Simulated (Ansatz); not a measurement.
**Ti2Co: pressure against volume**

Ti2Co, Fd-3m, a = 7.129 Å. The structure is a COD entry; whether it is the stable form wasn't checked. Ansatz: r2SCAN, PAW, 500 eV, Γ-centred 10×10×10 mesh on 6 atoms, Gaussian smearing 0.10 eV; collinear spin, largest moment 1.8 μB. Symmetry fixes shape and atoms, so the cell is only scaled; pressure is positive in compression.

| V (Å³/atom) | P (GPa) |
| --- | --- |
| 14.190 | 7.18 |
| 14.643 | 3.33 |
| 15.096 | 0.03 |
| 15.549 | -2.81 |
| 16.002 | ? |

Task: Take V0 = 15.096 Å³/atom, count pressures from its P0 = 0.03 GPa, fit the third-order Birch–Murnaghan form to the other rows, and predict the missing pressure.

Result: With the Eulerian strain f = ½[(V0/V)^(2/3) − 1] and y = (P − P0)/[3f(1 + 2f)^(5/2)], the form is the line y = B0 + 1.5 B0 (B0′ − 4) f. Rows (f, y): 0.02106, 102.1; 0.01026, 101.9; -0.00976, 101.9. Means f = 0.007187, y = 101.97; Σ(Δf)² = 0.0004891, ΣΔfΔy = 0.002775; the slope is their ratio. y = 101.9 + 5.673 f GPa, so B0 = 101.9 GPa and B0′ = 4 + 2 × (5.673)/(3 × 101.9) = 4.04. At V = 16.002, f = -0.01906, y = 101.79 and P = -5.25 GPa. The run gave -5.24 GPa, so the fit is 0.01 GPa too low, a small miss on the scale of the series. The form still works here, 33 % of the fitted range beyond its end.

The state reached may not be the lowest one.